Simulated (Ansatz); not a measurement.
Ge2Sb2TeSe4:
```
Ge2Sb2TeSe4
1.0
    3.99634     0.00000     0.00000
   -1.99817     3.46093     0.00000
    0.00000     0.00000    17.15648
Ge Sb Te Se
2 2 1 4
Cartesian
  0.00000   0.00000   5.87405
  0.00000   0.00000  11.28243
  0.00000   2.30729   2.11391
  1.99817   1.15364  15.04257
  0.00000   0.00000   0.00000
  0.00000   2.30729  13.46782
  1.99817   1.15364   3.68866
  0.00000   2.30729   7.11873
  1.99817   1.15364  10.03775
```

Relaxed with r²SCAN+D4.

Task: Map the electron localisation function on the plane through (0.000, 0.000, 0.342) spanned by u = [0, 0, 1] and v = [1, -1, 0] in lattice vectors, from the program Ansatz at the r²SCAN+D4 level (PAW).

Result: x is the fraction of u, y of v (the angle between them is 90°; rows are the nearest grid lines); atoms in the plane: Ge at (0.00, 0.00), Ge at (0.32, 0.00), Sb at (0.78, 0.33), Sb at (0.53, 0.67), Te at (0.66, 0.00), Se at (0.44, 0.33), Se at (0.87, 0.67), Se at (0.07, 0.33), Se at (0.24, 0.67).
```
y \ x   0.000  0.100  0.175  0.275  0.375  0.450  0.550  0.625  0.725  0.825  0.900   1.00
------  -----  -----  -----  -----  -----  -----  -----  -----  -----  -----  -----  -----
1.00     1.02  0.066  0.009  0.327  0.714  0.021  0.153  0.165  0.540  0.019  0.182   1.02
0.914   0.358  0.062  0.032  0.400  0.676  0.036  0.192  0.409  0.584  0.079  0.116  0.358
0.857   0.449  0.047  0.198  0.606  0.415  0.062  0.421  0.616  0.473  0.323  0.412  0.449
0.771   0.099  0.025  0.733  0.790  0.042  0.152  0.363  0.319  0.105  0.695  0.799  0.099
0.686   0.020  0.013  0.857  0.561  0.017  0.228  0.045  0.179  0.021  0.711  0.574  0.020
0.629   0.021  0.018  0.847  0.614  0.018  0.227  0.061  0.172  0.025  0.723  0.641  0.021
0.543   0.075  0.377  0.528  0.718  0.051  0.478  0.407  0.116  0.121  0.696  0.790  0.075
0.457   0.386  0.790  0.042  0.345  0.450  0.793  0.288  0.072  0.424  0.426  0.389  0.386
0.371   0.628  0.675  0.142  0.026  0.768  0.190  0.088  0.037  0.439  0.328  0.040  0.628
0.314   0.642  0.618  0.179  0.019  0.783  0.098  0.087  0.033  0.435  0.313  0.033  0.642
0.229   0.499  0.815  0.049  0.075  0.495  0.735  0.067  0.373  0.466  0.367  0.037  0.499
0.143   0.475  0.608  0.017  0.305  0.297  0.569  0.077  0.604  0.510  0.225  0.047  0.475
0.0857  0.340  0.191  0.013  0.364  0.640  0.129  0.112  0.402  0.591  0.065  0.085  0.340
0.000    1.02  0.066  0.009  0.327  0.714  0.021  0.153  0.165  0.540  0.019  0.182   1.02
```

The density is the valence pseudo-density with augmentation charge, so density and ELF within about 1 Å of a nucleus are not all-electron values.

Space group P-3m1. The start of the workflow was typed in or built on a structure type; neither database checked (COD, Materials Project) lists it. Its standing as an ambient phase is unchecked. The cell was relaxed with r²SCAN+D4 under the symmetry of its start; its stability against distortions is not shown here. Scalar-relativistic: spin–orbit coupling is off unless named, which matters more the heavier the elements.

Potentials: the earlier of the program's two PAW sets.
